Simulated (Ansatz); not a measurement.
# Band structure of YbB₂

```xyz
3
Lattice="3.2503 0.0000 0.0000 -1.6251 2.8148 0.0000 0.0000 0.0000 3.7315" Properties=species:S:1:pos:R:3 pbc="T T T"
Yb    0.0000    0.0000    0.0000
B     0.0000    1.8766    1.8658
B     1.6251    0.9383    1.8658
```

Atom numbers follow the list: Yb1, B2, B3.

The geometry is COD entry 1510855, unchecked; take it as a test cell.

Semilocal functionals without a Hubbard term describe localised f shells poorly; where the shell is localised, the real material differs.

No spin–orbit coupling, which matters for the heavy atoms here.

These are results of DFT, PBE, all-electron LAPW, scalar-relativistic in Ansatz 0.2.0, not measurements.

Settings: a Γ-centred 13×13×10 k mesh, Fermi–Dirac smearing of 0.05 eV, basis error target 0.5 meV/atom, no spin polarisation.

Points in fractions of the reciprocal vectors of this cell: Γ (0, 0, 0), M (0.5, 0, 0), K (0.333, 0.333, 0), A (0, 0, 0.5), L (0.5, 0, 0.5), H (0.333, 0.333, 0.5). The path joins them by straight lines in the order Γ–M–K–Γ–A–L–H–A–L; legs that retrace an earlier one aren't tabulated. Energies are in eV from the Fermi level.

Question: Is there a gap?

Answer: none: bands cross the Fermi level, a metal.

Question: List the levels between -20 and 8 eV at the symmetry points.

Answer: 
Γ: -11.10, -1.48, -0.69, -0.56 (×2), -0.45 (×2), -0.40 (×2), -0.33, -0.20, 0.16, 6.15, 6.68 (×2), 6.82 (×2), 7.46 (×2)
M: -7.18, -6.98, -1.84, -1.80, -0.67, -0.50, -0.45, -0.37, -0.34, -0.28, 0.05, 0.06, 3.72, 5.91, 7.16, 7.96
K: -6.18 (×2), -5.07, -0.94 (×2), -0.52, -0.40 (×2), -0.38, -0.28, 0.23 (×2), 4.29 (×2), 6.67
A: -9.10, -5.60, -0.89 (×2), -0.68, -0.44, -0.33, -0.31 (×2), 0.97 (×2), 3.31 (×2), 4.11 (×2), 4.58, 6.69, 7.42
L: -8.04, -5.48, -2.55, -1.97, -0.70, -0.51, -0.50, -0.43, -0.38, -0.33, -0.29, -0.09, 5.46, 6.82
H: -6.90 (×2), -3.30, -0.63 (×2), -0.55, -0.39 (×2), -0.38 (×3), -0.32, 6.86
